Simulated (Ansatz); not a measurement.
Cu Kα1 powder pattern (kinematic, no thermal factors).
2θ (°) (relative intensity): 16.01 (28), 18.70 (15), 19.28 (15), 22.71 (13), 24.71 (100), 25.16 (47), 29.10 (14), 29.96 (28), 32.34 (73), 33.38 (42), 33.81 (3), 36.28 (7), 37.23 (3), 37.62 (5), 37.93 (10), 39.14 (12), 41.41 (25), 44.06 (18), 46.39 (26), 47.17 (31), 47.49 (1), 49.39 (1), 50.68 (4), 51.65 (22), 52.25 (3), 53.26 (24), 53.50 (6), 55.12 (22), 55.70 (9), 56.22 (10), 58.35 (8), 60.28 (1), 60.32 (3), 60.92 (2), 61.20 (1), 62.27 (12), 63.91 (7), 67.70 (8), 68.31 (10), 70.12 (8), 71.13 (2), 71.77 (1), 73.27 (5), 73.47 (5), 74.09 (4), 74.83 (18), 75.33 (4), 75.77 (2), 77.04 (11), 77.61 (7), 79.34 (6), 80.31 (2), 80.92 (3), 81.08 (6), 83.17 (6), 84.37 (5), 86.35 (1), 88.57 (1), 89.85 (3)

The pattern is computed from a structure relaxed with DFT PBE, scalar-relativistic, plane waves, PAW (Ansatz). Collinear spin, ending at 3.2 μB a primitive cell. Its elements are Cr, Cs, I.

**Question.** Give the structure.

**Answer.** CsCrI$_{4}$.
Space group P4/mmm (No. 123). a = 5.532 Å, b = 5.532 Å, c = 9.199 Å, α = 90.00°, β = 90.00°, γ = 90.00°
```
atom  site  symmetry       x       y       z
  Cs    1d     4/mmm  0.5000  0.5000  0.5000
  Cr    1a     4/mmm  0.0000  0.0000  0.0000
   I    2g       4mm  0.0000  0.0000  0.7014
   I    2f      mmm. 0.5000  0.0000  0.0000
```

A pattern alone doesn't exclude other cells with like lines; this is the one computed.

It was reached by relaxing an invented guess, and it needn't be the stable form of this composition.
